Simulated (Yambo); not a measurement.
```xyz
6
Lattice="4.7665 0.0000 0.0000 0.0000 4.7665 0.0000 0.0000 0.0000 3.2118" Properties=species:S:1:pos:R:3 pbc="T T T"
O      0.9232     3.8433     1.6059
O      3.8433     0.9232     1.6059
O      3.3064     3.3064     0.0000
O      1.4601     1.4601     0.0000
Sn     2.3832     2.3832     1.6059
Sn     0.0000     0.0000     0.0000
```

SnO2 (rutile, space group P4_2/mnm, No. 136): mean Im ε in 1 eV windows above the direct gap of 2.40 eV, for different electron-hole kernels (Yambo, broadening 0.15 eV, PBE (pw.x of Quantum ESPRESSO, ONCV potentials, no spin-orbit coupling) bands; 6×6×8 mesh, 11 valence and 2 conduction bands, static screening with 53 bands and a 3 Ry block, scissor 1.37 eV, Tamm-Dancoff; field along x).

```csv
window (eV),independent quasiparticles,RPA (no attraction),BSE
2.4 to 3.4,0.4,0.3,0.9
3.4 to 4.4,0.9,0.8,1.9
4.4 to 5.4,1.3,1.2,1.5
5.4 to 6.4,1.5,1.3,2.1
6.4 to 7.4,2.2,1.9,3.4
```

This run doesn't resolve bound excitons or single peaks, so only averages are given, and they too depend on the mesh; weight that the attraction moves below the gap isn't listed. All transitions below 7.60 eV are in the band window. The scissor comes from a G0W0 run whose convergence isn't established.

Spin-orbit splittings are left out.

Bands and orbitals come from the standard potentials; the scissor and the G0W0 gaps come from a run at the same geometry on the stringent ones, which hold whole semicore shells in the valence.

Geometry relaxed with PBEsol.
